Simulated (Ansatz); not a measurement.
# Structure relaxation, Ti

The start is a randomly generated symmetric cell of Ti (space group No. 38). A full variable-cell relaxation at zero pressure is run with PBEsol (plane waves to 420 eV, PAW, scalar-relativistic; Ansatz, a first-principles code). First-step values are on the input's coarse k-mesh.

Ansatz input (later rounds restart from its end on a renewed k-mesh):
Ansatz 0.2 input:
```yaml
crystal:
  lattice:
    - [6.0218294, 0, 0]
    - [0, 2.2628244, 1.9484118]
    - [0, -2.2628244, 1.9484118]
  atoms:
    - { symbol: Ti, position: [0, 0.99181584, 0.99181584] }
    - { symbol: Ti, position: [0.5, 0.63482842, 0.63482842] }
    - { symbol: Ti, position: [0, 0.57568987, 0.57568987] }
basis: { ecutwfc: 420, ecutrho_ratio: 4, xc_grid: 2, fft_grid_basis: typed }
kpoints: { mp_grid: { grid: [6, 11, 11] } }
hamiltonian:
  xc: pbesol
  dispersion: none
  pseudopotentials: { azcp: { folder: ./paw }, kind: paw }
scf: { occupations: { method: fermi_dirac, width: 0.05 } }
relax: { f_tol: 0.01, max_steps: 100, cell: { stress_tol: 0.02 } }
output: { forces: true, stress: true }
```

Outcome: The space group stays Amm2 (No. 38) (the run could not lower it), with 3 atoms in the primitive cell
Volume change: +4.3 %, from 17.70 to 18.46 Å³/atom
Shortest distances (start → end): The closest pairs of elements (up to four, under 3.6 Å), start → end: Ti–Ti 1.62 → 2.32 Å
Band gap at the end: zero (metallic)
Optimiser moves: 26

It ends as:

Space group Amm2 (No. 38); a = 4.4898 Å, b = 4.6383 Å, c = 5.3182 Å, α = β = γ = 90.00°

```
atom  site  symmetry       x       y       z
----  ----  --------  ------  ------  ------
Ti      2a       mm2  0.0000  0.0000  0.0256
Ti      2b       mm2  0.5000  0.5000  0.7346
Ti      2a       mm2  0.0000  0.0000  0.5374
```
(The calculation used a cell of 3 atoms; values per cell refer to that cell.)

Final values are on a 10×13×13 k-mesh of the relaxed cell. The start holds a very short contact (Ti–Ti 1.62 Å). No spin polarisation in the result.

The run could not lose the symmetry of its start, so the end can be a saddle point.

The relaxed structure here is a generated cell of Ti: the first start was made by a random draw of sites in a space group, and the end was not matched to a known phase here, so it may be hypothetical. Known forms of Ti include space group No. 194.
